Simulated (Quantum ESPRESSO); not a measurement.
KI (rock salt, space group Fm-3m, No. 225) has a direct gap of 3.87 eV with norm-conserving PBEsol (Quantum ESPRESSO, 74 Ry, scalar-relativistic). After an isotropic strain (on all lattice vectors, atoms relaxed) the gap is direct, 3.97 eV.

### Question
Which strain was applied?
(A) +1 %
(B) -0.7 %
(C) -3 %
(D) +2 %
(E) -1.5 %

### Answer
E, -1.5 %. Gaps found: -3 %: 4.09 eV (direct); -1.5 %: 3.97 eV (direct); -0.7 %: 3.92 eV (direct); 0 %: 3.87 eV (direct); 1 %: 3.81 eV (direct); 2 %: 3.75 eV (direct).

Spin-orbit coupling is not included.
